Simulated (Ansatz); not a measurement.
Relaxing YAl2Ge2

Method: Ansatz, DFT r2SCAN, scalar-relativistic, plane waves, PAW.

The start is a database structure of YAl2Ge2, space group P-3m1 (No. 164).

Input of the last, converged step (default PAW datasets):

```yaml
crystal:
  lattice:
    - [4.2050013757, 0.0, 0.0]
    - [-2.1025006879, 3.6416380143, 0.0]
    - [0.0, 0.0, 6.699]
  atoms:
    - { symbol: "Y", position: [0.0, 0.0, 0.0] }
    - { symbol: Al, position: [0.3333333333, 0.6666666667, 0.642] }
    - { symbol: Al, position: [0.6666666667, 0.3333333333, 0.358] }
    - { symbol: Ge, position: [0.3333333333, 0.6666666667, 0.2573] }
    - { symbol: Ge, position: [0.6666666667, 0.3333333333, 0.7427] }
basis:
  ecutwfc: 500
kpoints:
  mp_grid: { grid: [12, 12, 6] }
hamiltonian:
  xc: r2scan
scf:
  occupations: { method: gaussian, width: 0.1 }
output:
  forces: true
  stress: true
  eigenvalues: true
relax:
  adjacent_minimum: "off"
  f_tol: 0.01
  max_steps: 80
  cell: { stress_tol: 0.05 }
```

Launched as:

```bash
ansatz run input.yaml --threads 1 --pin off --max-ram 2560MiB --backend cpu --events-out ev --progress --plain --runs-dir out
```

Time: 3 min on 1 thread of Arm Neoverse V2, with other jobs on the host, peak memory 0.77 GiB.

End of the output:

```
SCF converged after 6 iterations
Free energy (F): -13548.813018 eV
Harris-Foulkes:  -13548.813018 eV  (|F-HF|=1.64e-11)
Internal energy: -13548.805517 eV  (E = F + TS)
E sigma→0 (E₀):  -13548.809267 eV
Entropy (-TS):   -0.007501 eV (-1.500 meV/atom)
Fermi energy:    9.930479 eV
--- Per-component energies (eV) ---
  E_band       = -384.479715
  E_kinetic    = 575.897787
  E_local      = -5792.517068  (includes V_loc(G=0)·N_el)
  E_nonlocal   = 908.740277
  E_hartree    = 2516.092204
  E_xc         = -381.950980
  E_vxc        = -423.090743  (∫ρ·V_xc dr)
  E_paw        = -7855.984017  (= ΣΔE_a)
  E_vpaw       = -707.957555  (= ΣTr[D̂ρ^β])
  E_aug_tail   = 0.000036  (compensation charges beyond the density's cutoff)
  E_vtau       = 22.263168  (kinetic-family band-sum trace: ∫τ·v_τ [+ j·A + Jᵃ·Aᵃ] dr)
  E_ewald      = -3516.638054
  E_core_change = -2.445701  (= ΣΔE_core)
  E_smearing   = -0.007501  (= −TS)
  E_closure    = 0.000000  (closes the sum)
  Σ components = -13548.813018   (vs F -13548.813018, Δ=0.00e0)
--- Forces (eV/Å), atoms counted from 1 ---
  atom   1  Y      0.00000000     0.00000000     0.00000000
  atom   2  Al     0.00000000     0.00000000    -0.00140108
  atom   3  Al     0.00000000     0.00000000     0.00140108
  atom   4  Ge     0.00000000     0.00000000    -0.00049864
  atom   5  Ge     0.00000000     0.00000000     0.00049864
  max |Σ_I F_I| component: 1.39e-17 eV/Å
--- Stress (GPa, compression-positive) ---
        0.020500       0.000000       0.000000
        0.000000       0.020500       0.000000
        0.000000       0.000000       0.005538
  P = ⅓ Tr σ = 0.0155 GPa (0.155 kbar)
--- Relaxed structure (4 steps of the walk, 4 accepted, 1 SCFs on fresh bases) ---
  F+E_penalty+E_count = -13548.81301768 eV   max|allowed force component| = 1.401e-3 eV/Å   (the final SCF, on the basis selected at the relaxed cell)
  cell:  # Å, volume = 103.4884 Å³
    - [4.235281, 0.000000, 0.000000]
    - [-2.117641, 3.667861, 0.000000]
    - [0.000000, 0.000000, 6.661879]
  atoms:
    - { symbol: Y, position: [0.000000, 0.000000, 0.000000] }
    - { symbol: Al, position: [0.333333, 0.666667, 0.643130] }
    - { symbol: Al, position: [0.666667, 0.333333, 0.356870] }
    - { symbol: Ge, position: [0.333333, 0.666667, 0.260076] }
    - { symbol: Ge, position: [0.666667, 0.333333, 0.739924] }
```

Total energies depend on the potentials used, so only differences within one code and one set of settings carry meaning.

The result has space group P-3m1 (No. 164). Y has 6 Ge at 3.00 Å and 6 Al at 3.41 Å; Al is coordinated by 4 Ge at 2.53–2.55 Å; Ge has 4 Al at 2.53–2.55 Å and 3 Y at 3.00 Å.

Symmetry constrained the relaxation, so the result can be a saddle point.